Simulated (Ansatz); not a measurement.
One crystal and one scan (energy over volume and axial ratio) at two levels, PBE (plane waves to 420 eV, PAW, scalar-relativistic; Ansatz, a quantum-chemistry and plane-wave program) and r2SCAN (plane waves to 500 eV, PAW, scalar-relativistic; Ansatz), each from its own relaxed cell and on its own mesh. The cell shown is that of PBE.

Te (trigonal-Te type, space group P3_121)

```xyz
3
Lattice="4.5211 0.0000 0.0000 -2.2606 3.9154 0.0000 0.0000 0.0000 5.9549" Properties=species:S:1:pos:R:3 pbc="T T T"
Te     1.2122     0.0000     1.9850
Te    -0.6061     1.0498     3.9699
Te     1.6544     2.8656     0.0000
```

Grid over V/V₀ and (c/a)/(c/a)₀, subscript 0 meaning the relaxed cell; the conventional c axis lies along z; no internal relaxation.

E stands for the smeared free energy. Spin-orbit coupling is left out, though Te is heavy. Te was relaxed with its symmetry unable to fall. The PAW data are Ansatz's earlier set. As the atoms are clamped, bonds stretch with the cell, which overstates energies and stresses. As the smearing reaches across the gap at some points, the response to shear is sensitive to the k mesh, so small differences along c/a are uncertain. Percentages come from the unrounded values. Both scans cover V/V₀ from 0.960 to 1.040 and (c/a)/(c/a)₀ from 0.920 to 1.080.

Results of PBE:

| Property | Result |
|---|---|
| Lattice constant a (Å) | 4.521 |
| Lattice constant c (Å) | 5.955 |
| Relaxed volume (Å³/atom) | 35.14 |
| Modulus against c/a change at fixed volume, (3/4V)·∂²E/∂(ln c/a)² (fit, atoms clamped) (GPa) | 13.8 |

Problem. Estimate the r2SCAN values.

Solution. 
```
quantity                                                                                      r2SCAN     PBE − r2SCAN
--------------------------------------------------------------------------------------------  ------  ---------------
Lattice constant a (Å)                                                                         4.624  -0.103 (-2.2 %)
Lattice constant c (Å)                                                                         5.904  +0.051 (+0.9 %)
Relaxed volume (Å³/atom)                                                                       36.44   -1.30 (-3.6 %)
Modulus against c/a change at fixed volume, (3/4V)·∂²E/∂(ln c/a)² (fit, atoms clamped) (GPa)    13.3      +0.5 (+4 %)
```

PBE gives the higher value for: lattice constant c; modulus against c/a change at fixed volume. PBE gives the lower value for: lattice constant a; relaxed volume.

(A scan under strain: stresses follow from slopes of the energy per volume, elastic moduli from its curvatures.)
